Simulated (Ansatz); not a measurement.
C:
```
CELL_PARAMETERS angstrom
     -2.43763     3.88837     1.63402
      2.43763    -3.88837     1.63402
      2.43763     3.88837    -1.63402
ATOMIC_POSITIONS crystal
  C  0.41158 0.00000 0.91158
  C  0.58842 0.50000 0.58842
  C  0.58842 0.00000 0.08842
  C  0.41158 0.50000 0.41158
  C  0.45069 0.87776 0.57293
  C  0.80482 0.87776 0.92707
  C  0.54931 0.12224 0.42707
  C  0.19518 0.12224 0.07293
```

Relaxed with r²SCAN.

**Question.** Map the valence electron density (e/Å³), cut off at 1 on the plane through (0.412, 0.000, 0.912) spanned by u = [1, 1, 0] and v = [1, 0, 1] in lattice vectors, from the program Ansatz at the r²SCAN level (PAW).

**Answer.** x is the fraction of u, y of v (the angle between them is 90°; rows are the nearest grid lines); atoms in the plane: C at (0.00, 0.00), C at (0.50, 0.68), C at (0.00, 0.18), C at (0.50, 0.50).
```
|@@@@=:     :=@@@@|
|@@@*-.     .-*@@@|
|@@#=:.     .:=#@@|
|:::.         .:::|
|     .......     |
|    ..:---:..    |
|   .:+@@@@@+:.   |
|   :=@@@@@@@=:   |
|   .=%@@@@@%=.   |
|   .=%@@@@@%=.   |
|   .=%@@@@@%=.   |
|   :=@@@@@@@=:   |
|   :=@@@@@@@=:   |
|   .-+@@@@@+-.   |
|    .:--=--:.    |
|     .......     |
|:::.         .:::|
|@@#=:.     .:=#@@|
|@@@%=.     .=%@@@|
|@@@@=:     :=@@@@|
|@@@%=.     .=%@@@|
|@@@#-.     .-#@@@|
|@@@%=.     .=%@@@|
|@@@@=:     :=@@@@|
```
Scale: ten equal steps from 0.050 (start of ' ') to 1.00 (end of '@'), in the order ' .:-=+*#%@'; x runs from 0.000 to 1.00, y from 0.000 (bottom) to 1.00 (top).

The density is the valence pseudo-density with augmentation charge, so density and ELF within about 1 Å of a nucleus are not all-electron values.

Space group Imma. The start of the workflow was typed in or built on a structure type; neither database checked (COD, Materials Project) lists it. It is not the phase usual at ambient conditions (space group No. 194, 227). The r²SCAN relaxation kept the symmetry of its start; whether a distortion lowers the energy is not shown.

Potentials: the earlier of the program's two PAW sets.
